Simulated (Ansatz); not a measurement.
How much do the gradients of Na4Ti2Si3O12 depend on the method?

Cell: a computed structure from the Materials Project (it need not be an observed phase), atoms as given.

```cif
data_Na4Ti2Si3O12
_symmetry_space_group_name_H-M 'R-3c:H'
_symmetry_Int_Tables_number 167
_cell_length_a 8.9997
_cell_length_b 8.9997
_cell_length_c 21.8609
_cell_angle_alpha 90.000
_cell_angle_beta 90.000
_cell_angle_gamma 120.000
loop_
_atom_site_label
_atom_site_type_symbol
_atom_site_symmetry_multiplicity
_atom_site_Wyckoff_symbol
_atom_site_fract_x
_atom_site_fract_y
_atom_site_fract_z
Na1 Na 18 e 0.2943 0.3333 0.5833
Na7 Na 6 b 0.0000 0.0000 0.5000
Ti Ti 12 c 0.0000 0.0000 0.3535
Si Si 18 e 0.9556 0.3333 0.5833
O19 O 36 f 0.1962 0.0291 0.3101
O31 O 36 f 0.0268 0.8386 0.4132
```

One atom of each set is listed; the run and its k-mesh use a cell of 42 atoms with edges of 8.95, 8.95, 8.95 Å.

First run. Method: Kohn–Sham DFT in Ansatz, PBE, plane waves and PAW, scalar-relativistic, 420 eV cutoff, Γ-centred 3×3×3 k-points, Fermi–Dirac smearing 0.02 eV.

| site | V_zz (10²¹ V/m²) | η |
| --- | --- | --- |
| Na1 | -1.36 | 0.33 |
| Na7 | -1.35 | 0.00 |
| Ti | 1.63 | 0.00 |
| Si | 1.35 | 0.55 |
| O19 | 5.66 | 0.08 |
| O31 | 5.83 | 0.14 |

Second run. The same atoms and settings, except that the functional is r2SCAN and the cutoff is 500 eV.

Question: Given the first result, estimate the second.

Answer: 

```tsv
site	V_zz	η	change of V_zz
Na1	-1.42	0.28	-0.06
Na7	-1.37	0.00	-0.02
Ti	1.58	0.00	-0.05
Si	1.37	0.56	+0.02
O19	5.64	0.08	-0.02
O31	5.83	0.17	0.00
```

The largest change of V_zz is on Na1, from -1.36 to -1.42. In per cent, |V_zz| changes by +2 to +4 on Na, -3 on Ti, +1 on Si, 0 on O (all sites that start above 0.5).

For the second run: At this cell the principal stresses reach 5 GPa in size with r2SCAN, which can matter for small gradients. The largest force is 0.3 eV/Å, so the atoms aren't at the calculated equilibrium and relaxing them would move these values.
